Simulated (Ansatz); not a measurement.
CuI₃ in the ReO3-type structure

The computed numbers are results of PBE+U (U_eff = 4 eV on Cu 3d), scalar-relativistic (collinear spin) in the plane-wave PAW code Ansatz at 420 eV, 6×6×6 k-mesh, Gaussian smearing of 0.05 eV; PAW files: Ansatz's generated set soft_2.

```cif
data_structure
_symmetry_space_group_name_H-M 'Pm-3m'
_symmetry_Int_Tables_number 221
_cell_length_a 5.4650
_cell_length_b 5.4650
_cell_length_c 5.4650
_cell_angle_alpha 90.000
_cell_angle_beta 90.000
_cell_angle_gamma 90.000
_cell_volume 163.22
loop_
_atom_site_label
_atom_site_type_symbol
_atom_site_symmetry_multiplicity
_atom_site_Wyckoff_symbol
_atom_site_fract_x
_atom_site_fract_y
_atom_site_fract_z
_atom_site_occupancy
Cu1 Cu 1 a 0.00000 0.00000 0.00000 1
I1 I 3 d 0.50000 0.00000 0.00000 1
```

The cell came from substitution into a structure type; whether the compound takes it is for experiment to say. The ideal cubic cell shuts out tilts of the octahedra, which such structures often take.

Magnetic state: non-magnetic, site spin moments none.

The cell above was scaled in volume, its shape and atoms being fixed by the lattice's symmetry. Energies are counted from the cell above.

The cell is relaxed to zero pressure at this level.

```csv
V (Å³/atom),ΔE (meV/atom),P (GPa)
38.56,10.3,1.6
39.17,5.3,1.1
39.99,1.3,0.5
40.81,0.0,0.0
41.62,1.2,-0.4
42.44,4.5,-0.8
43.66,13.0,-1.3
44.89,25.0,-1.8
```

What do the points give for the equilibrium volume, the bulk modulus and its pressure derivative (third-order Birch–Murnaghan)?

V0 = 40.80 Å³/atom, B0 = 24 GPa, B0′ = 5.4.

B0·V0 = 23.9 GPa × 40.80 Å³ = 6.09 eV/atom sets the scale: near the minimum ΔE ≈ ½ B0 V0 x², with x = V/V0 − 1, and a pressure of 0.24 GPa squeezes the volume by about 1 %. At the ends of the curve: x = −5.5 % predicts 9.2 meV/atom and the run gives 10.3; x = +10.0 % predicts 30.6 meV/atom and the run gives 25.0. The lopsidedness is anharmonic: atoms resist being pushed together more than being pulled apart.

Scalar-relativistic only: spin–orbit splittings of the heavy atoms' levels are missing. The run is a metal.
